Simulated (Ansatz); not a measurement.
Calculated with Ansatz: Sr2CuSeO6, settings compared

input.yaml:

```yaml
crystal:
  lattice:
    - [0.0, 5.326327, 0.0]
    - [5.326327, 0.0, 0.0]
    - [2.663164, 2.663164, -4.151766]
  atoms:
    - { symbol: O, position: [0.206, 0.297, 0.0] }
    - { symbol: O, position: [0.297, 0.794, 0.0] }
    - { symbol: O, position: [0.794, 0.703, 0.0] }
    - { symbol: O, position: [0.703, 0.206, 0.0] }
    - { symbol: O, position: [0.28, 0.28, 0.44] }
    - { symbol: O, position: [0.72, 0.72, 0.56] }
    - { symbol: Sr, position: [0.75, 0.25, 0.5] }
    - { symbol: Sr, position: [0.25, 0.75, 0.5] }
    - { symbol: Cu, position: [0.0, 0.0, 0.0] }
    - { symbol: Se, position: [0.5, 0.5, 0.0] }
  symmetry: { tolerance: 0.0003 }
kpoints:
  mp_grid: { grid: [4, 4, 4], shift: [0, 0, 0] }
magnetization:
  spin_polarized: false
scf:
  occupations: { method: fermi_dirac, width: 0.0402 }
hamiltonian:
  pseudopotentials: { kind: paw }
  xc: r2scan
basis:
  ecutwfc: 500
output:
  forces: true
  stress: true
  eigenvalues: true
```

Run with:

```bash
ansatz run input.yaml --threads 1 --pin off --max-ram 2560MiB --backend cpu --events-out ev --progress --plain --runs-dir out
```

Origin of the cell: a known structure type with other elements, at an estimated volume, so it need not be a known compound.

Output of this run (shortened):

```
SCF iter   1: F=—  HF=-22632.807273 eV  Δρ=1.29e-2  dr2=1.36e-1  dr2_τ=4.09e-1  defer=8
SCF iter   2: F=—  HF=-22633.053575 eV  Δρ=7.22e-3  dr2=4.36e-2  dr2_τ=2.28e-3  defer=60
SCF iter   3: F=—  HF=-22633.050929 eV  Δρ=7.51e-3  dr2=3.83e-2  dr2_τ=1.38e-3  defer=60
SCF iter   4: F=—  HF=-22633.044888 eV  Δρ=1.68e-3  dr2=1.67e-3  dr2_τ=1.95e-4  defer=60
SCF iter   5: F=—  HF=-22633.044802 eV  Δρ=5.75e-4  dr2=3.26e-4  dr2_τ=2.07e-5  defer=60
SCF iter   6: F=—  HF=-22633.044833 eV  Δρ=3.88e-4  dr2=1.42e-4  dr2_τ=2.72e-6  defer=60
SCF iter   7: F=—  HF=-22633.044808 eV  Δρ=1.22e-4  dr2=1.29e-5  dr2_τ=4.87e-7  defer=60
SCF iter   8: F=—  HF=-22633.044969 eV  Δρ=9.83e-5  dr2=9.62e-6  dr2_τ=1.58e-7  defer=60
SCF iter   9: F=—  HF=-22633.044968 eV  Δρ=3.08e-5  dr2=1.40e-6  dr2_τ=1.04e-7  defer=60
SCF iter  10: F=—  HF=-22633.044968 eV  Δρ=1.20e-5  dr2=1.25e-7  dr2_τ=3.41e-9  defer=60
SCF iter  11: F=-22633.044968 eV  HF=-22633.044968 eV  Δρ=3.82e-6  dr2=2.59e-8  dr2_τ=1.51e-9
SCF 1 converged in 11 iterations: F = -22633.044968 eV  dr2 = 2.59e-8
SCF converged after 11 iterations
Free energy (F): -22633.044968 eV
Harris-Foulkes:  -22633.044968 eV  (|F-HF|=1.06e-8)
Internal energy: -22633.025233 eV  (E = F + TS)
E sigma→0 (E₀):  -22633.035100 eV
Entropy (-TS):   -0.019735 eV (-1.973 meV/atom)
Fermi energy:    10.135831 eV
--- Per-component energies (eV) ---
  E_band       = -966.864076
  E_kinetic    = 1966.736638
  E_local      = -10756.284294  (includes V_loc(G=0)·N_el)
  E_nonlocal   = 500.851124
  E_hartree    = 4535.085199
  E_xc         = -950.657954
  E_vxc        = -1222.384016  (∫ρ·V_xc dr)
  E_paw        = -10000.782361  (= ΣΔE_a)
  E_vpaw       = -599.937010  (= ΣTr[D̂ρ^β])
  E_aug_tail   = 0.005933  (compensation charges beyond the density's cutoff)
  E_vtau       = 73.981116  (kinetic-family band-sum trace: ∫τ·v_τ [+ j·A + Jᵃ·Aᵃ] dr)
  E_ewald      = -7925.429922
  E_core_change = -2.549597  (= ΣΔE_core)
  E_smearing   = -0.019735  (= −TS)
  Σ components = -22633.044968   (vs F -22633.044968, Δ=0.00e0)
--- Forces (eV/Å), atoms counted from 1 ---
  atom   1  O      0.510707     0.783311     0.000000
[… 4 lines left out …]
  atom   6  O      0.000000     0.000000    -0.595653
  atom   7  Sr    -0.000000     0.000000    -0.000000
  atom   8  Sr     0.000000    -0.000000     0.000000
  atom   9  Cu     0.000000     0.000000     0.000000
  atom  10  Se    -0.000000    -0.000000     0.000000
  max |Σ_I F_I| component: 3.33e-16 eV/Å
--- Stress (GPa, compression-positive) ---
       -2.145115      -0.000002      -0.000000
        0.000002      -2.145115      -0.000000
       -0.000000      -0.000000      -1.951901
  P = ⅓ Tr σ = -2.0807 GPa (-20.807 kbar)
```

The same input was run again with these changes:

1. `scf.occupations.width` 0.0402 → 0.01
2. `hamiltonian.dispersion` default → d3bjatm
3. `scf.convergence.dr2_threshold` default → 1.0e-11
4. `accuracy` default → medium

```json
{"run": "base", "end": "converged", "SCF iterations": "11", "P (GPa)": "-2.08", "max force component (eV/Å)": "0.783", "gap on mesh (eV)": "–", "moment (μB)": "–", "ΔE(σ→0) (meV/atom)": "0"}
{"run": "1", "end": "converged", "SCF iterations": "10", "P (GPa)": "-2.11", "max force component (eV/Å)": "0.775", "gap on mesh (eV)": "–", "moment (μB)": "–", "ΔE(σ→0) (meV/atom)": "0.22"}
{"run": "2", "end": "converged", "SCF iterations": "11", "P (GPa)": "-3.24", "max force component (eV/Å)": "0.783", "gap on mesh (eV)": "–", "moment (μB)": "–", "ΔE(σ→0) (meV/atom)": "–"}
{"run": "3", "end": "converged", "SCF iterations": "17", "P (GPa)": "-2.08", "max force component (eV/Å)": "0.783", "gap on mesh (eV)": "–", "moment (μB)": "–", "ΔE(σ→0) (meV/atom)": "0.00"}
{"run": "4", "end": "converged", "SCF iterations": "11", "P (GPa)": "-2.08", "max force component (eV/Å)": "0.783", "gap on mesh (eV)": "–", "moment (μB)": "–", "ΔE(σ→0) (meV/atom)": "0.00"}
```

Energies are compared only where functional, datasets, charge and starting cell are the same.

Caveats of the base run: no moments, though an odd count or open d shells may carry them; the k mesh is coarse if the cell is a metal.

Time of the base run: 19 s on 1 thread of Intel(R) Xeon(R) Platinum 8259CL CPU @ 2.50GHz (Skylake/Cascade Lake), on a shared host, peak memory 0.82 GiB, from the program's own first density.
